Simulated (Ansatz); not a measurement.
Relaxation of a randomly generated symmetric cell of LiNbO3 (space group No. 187); 10 atoms in the cell, which starts as P-6m2 (No. 187), hP10; a = b = 3.549 Å, c = 11.970 Å, α = β = 90.00°, γ = 120.00°. These are PBEsol (plane waves to 420 eV, PAW, scalar-relativistic; Ansatz, a program for electronic structure) values and carry that method's errors. Γ-centred k-mesh 8×8×2 on the run's cell (coarser than for final values), Fermi–Dirac smearing 0.05 eV. This is the first round of the run. 

The optimiser's lines from the output (shortened; P is positive under compression):

```
relax step   1: F+E_penalty+E_count = -12744.39901265 eV  Δ(F+E_penalty+E_count) = +0.000e0 eV  max|allowed force component| = 1.044e1 eV/Å  Δτ_max = 0.0000 Å  P = -7.929 GPa  Ω = 130.538 Å³  (10 SCF iters, dr2 threshold 1.00e-7 eV, accepted)
relax step   2: F+E_penalty+E_count = -12749.59094061 eV  Δ(F+E_penalty+E_count) = -5.192e0 eV  max|allowed force component| = 9.222e0 eV/Å  Δτ_max = 0.1949 Å  P = -7.327 GPa  Ω = 129.727 Å³  (12 SCF iters, dr2 threshold 1.00e-6 eV, accepted)
relax step   3: F+E_penalty+E_count = -12754.26543239 eV  Δ(F+E_penalty+E_count) = -4.674e0 eV  max|allowed force component| = 9.365e0 eV/Å  Δτ_max = 0.1950 Å  P = -1.189 GPa  Ω = 127.745 Å³  (13 SCF iters, dr2 threshold 1.00e-6 eV, accepted)
relax step   4: F+E_penalty+E_count = -12758.96224853 eV  Δ(F+E_penalty+E_count) = -4.697e0 eV  max|allowed force component| = 8.979e0 eV/Å  Δτ_max = 0.1904 Å  P = +5.729 GPa  Ω = 127.777 Å³  (12 SCF iters, dr2 threshold 1.00e-6 eV, accepted)
relax step   5: F+E_penalty+E_count = -12762.53242871 eV  Δ(F+E_penalty+E_count) = -3.570e0 eV  max|allowed force component| = 5.877e0 eV/Å  Δτ_max = 0.1950 Å  P = +15.632 GPa  Ω = 129.697 Å³  (10 SCF iters, dr2 threshold 1.00e-6 eV, accepted)
relax step   6: F+E_penalty+E_count = -12765.70379586 eV  Δ(F+E_penalty+E_count) = -3.171e0 eV  max|allowed force component| = 6.364e0 eV/Å  Δτ_max = 0.1947 Å  P = +5.631 GPa  Ω = 137.852 Å³  (10 SCF iters, dr2 threshold 1.00e-6 eV, accepted)
relax step   7: F+E_penalty+E_count = -12766.88165112 eV  Δ(F+E_penalty+E_count) = -1.178e0 eV  max|allowed force component| = 1.528e0 eV/Å  Δτ_max = 0.1951 Å  P = -8.270 GPa  Ω = 141.291 Å³  (11 SCF iters, dr2 threshold 1.00e-6 eV, accepted)
relax step   8: F+E_penalty+E_count = -12767.32949109 eV  Δ(F+E_penalty+E_count) = -4.478e-1 eV  max|allowed force component| = 1.068e0 eV/Å  Δτ_max = 0.1401 Å  P = -0.349 GPa  Ω = 132.692 Å³  (9 SCF iters, dr2 threshold 1.00e-6 eV, accepted)
relax step   9: F+E_penalty+E_count = -12767.78661791 eV  Δ(F+E_penalty+E_count) = -4.571e-1 eV  max|allowed force component| = 1.483e0 eV/Å  Δτ_max = 0.1937 Å  P = +4.459 GPa  Ω = 125.153 Å³  (9 SCF iters, dr2 threshold 1.00e-6 eV, accepted)
relax step  10: F+E_penalty+E_count = -12768.28692206 eV  Δ(F+E_penalty+E_count) = -5.003e-1 eV  max|allowed force component| = 1.199e0 eV/Å  Δτ_max = 0.1966 Å  P = +3.031 GPa  Ω = 122.355 Å³  (8 SCF iters, dr2 threshold 1.00e-6 eV, accepted)
relax step  11: F+E_penalty+E_count = -12768.66836886 eV  Δ(F+E_penalty+E_count) = -3.814e-1 eV  max|allowed force component| = 5.066e-1 eV/Å  Δτ_max = 0.1993 Å  P = +1.610 GPa  Ω = 121.813 Å³  (8 SCF iters, dr2 threshold 1.00e-6 eV, accepted)
relax step  12: F+E_penalty+E_count = -12768.94406815 eV  Δ(F+E_penalty+E_count) = -2.757e-1 eV  max|allowed force component| = 2.499e-1 eV/Å  Δτ_max = 0.1931 Å  P = +0.161 GPa  Ω = 123.286 Å³  (9 SCF iters, dr2 threshold 1.00e-6 eV, accepted)
relax step  13: F+E_penalty+E_count = -12768.96993108 eV  Δ(F+E_penalty+E_count) = -2.586e-2 eV  max|allowed force component| = 2.987e-1 eV/Å  Δτ_max = 0.0939 Å  P = +1.240 GPa  Ω = 122.687 Å³  (8 SCF iters, dr2 threshold 1.00e-6 eV, accepted)
relax step  14: F+E_penalty+E_count = -12768.96596995 eV  Δ(F+E_penalty+E_count) = +3.961e-3 eV  max|allowed force component| = 7.563e-1 eV/Å  Δτ_max = 0.0491 Å  P = +0.158 GPa  Ω = 123.700 Å³  (7 SCF iters, dr2 threshold 1.00e-6 eV, rejected (line search))
relax step  15: F+E_penalty+E_count = -12768.98142948 eV  Δ(F+E_penalty+E_count) = -1.150e-2 eV  max|allowed force component| = 7.261e-2 eV/Å  Δτ_max = 0.0239 Å  P = +0.232 GPa  Ω = 123.798 Å³  (12 SCF iters, accepted)
relax step  16: F+E_penalty+E_count = -12768.97981909 eV  Δ(F+E_penalty+E_count) = +1.610e-3 eV  max|allowed force component| = 2.988e-2 eV/Å  Δτ_max = 0.0084 Å  P = -0.282 GPa  Ω = 124.440 Å³  (7 SCF iters, dr2 threshold 3.29e-7 eV, accepted)
relax step  17: F+E_penalty+E_count = -12768.97534302 eV  Δ(F+E_penalty+E_count) = +4.476e-3 eV  max|allowed force component| = 2.660e-1 eV/Å  Δτ_max = 0.0153 Å  P = +0.858 GPa  Ω = 123.804 Å³  (7 SCF iters, dr2 threshold 3.76e-7 eV, rejected (line search))
relax step  18: F+E_penalty+E_count = -12768.98093397 eV  Δ(F+E_penalty+E_count) = -1.115e-3 eV  max|allowed force component| = 2.928e-3 eV/Å  Δτ_max = 0.0020 Å  P = -0.008 GPa  Ω = 124.236 Å³  (12 SCF iters, accepted)
relax step  19: F+E_penalty+E_count = -12768.98094603 eV  Δ(F+E_penalty+E_count) = -1.206e-5 eV  max|allowed force component| = 7.448e-4 eV/Å  Δτ_max = 0.0000 Å  P = -0.005 GPa  Ω = 124.233 Å³  (5 SCF iters, dr2 threshold 1.99e-9 eV, accepted)
relax step  20: F+E_penalty+E_count = -12768.96751838 eV  Δ(F+E_penalty+E_count) = +1.343e-2 eV  max|allowed force component| = 1.516e-3 eV/Å  Δτ_max = 0.0000 Å  P = -0.237 GPa  Ω = 124.233 Å³  stress off target by 3.43e-1 GPa  SCF on the basis re-selected at this cell (its energy is not comparable with the rows above)  (9 SCF iters)
relax step  21: F+E_penalty+E_count = -12768.96846345 eV  Δ(F+E_penalty+E_count) = -9.451e-4 eV  max|allowed force component| = 1.437e-2 eV/Å  Δτ_max = 0.0029 Å  P = +0.000 GPa  Ω = 124.043 Å³  (6 SCF iters, dr2 threshold 2.95e-7 eV, accepted)
relax step  22: F+E_penalty+E_count = -12768.96856494 eV  Δ(F+E_penalty+E_count) = -1.015e-4 eV  max|allowed force component| = 2.879e-3 eV/Å  Δτ_max = 0.0011 Å  P = +0.002 GPa  Ω = 124.017 Å³  (6 SCF iters, dr2 threshold 1.29e-8 eV, accepted)
relax step  23: F+E_penalty+E_count = -12768.96753287 eV  Δ(F+E_penalty+E_count) = +1.032e-3 eV  max|allowed force component| = 2.870e-3 eV/Å  Δτ_max = 0.0000 Å  P = -0.006 GPa  Ω = 124.017 Å³  stress off target by 7.73e-3 GPa  SCF on the basis re-selected at this cell (its energy is not comparable with the rows above)  (7 SCF iters)
```

From the first to the last row the energy changes by -2.46 eV/atom and the volume by -5.0 %. The last row is marked as not comparable with the walk above it, whose basis was carried along; it does compare with step 1, since both stand on a basis selected at the nominal cutoff for their own cell.

Steps 14, 17 were rejected by the optimiser.

Later rounds, restarted from the end of this one on a renewed k-mesh, logged 2 more steps and released under 1 meV/atom more. The final structure after all rounds: P-6m2 (No. 187), hP10; a = 3.4328 Å, b = 3.4328 Å, c = 12.1520 Å, α = 90.00°, β = 90.00°, γ = 120.00°. Between re-selections the logged energies stand on a plane-wave basis carried along with the cell. No spin polarisation in the result.

The run could not lose the symmetry of its start, so the end can be a saddle point.

The relaxed structure here is a generated cell of LiNbO3: the first start was made by a random draw of sites in a space group, and the end was not matched to a known phase here, so it may be hypothetical. Known forms of LiNbO3 include space group No. 161.
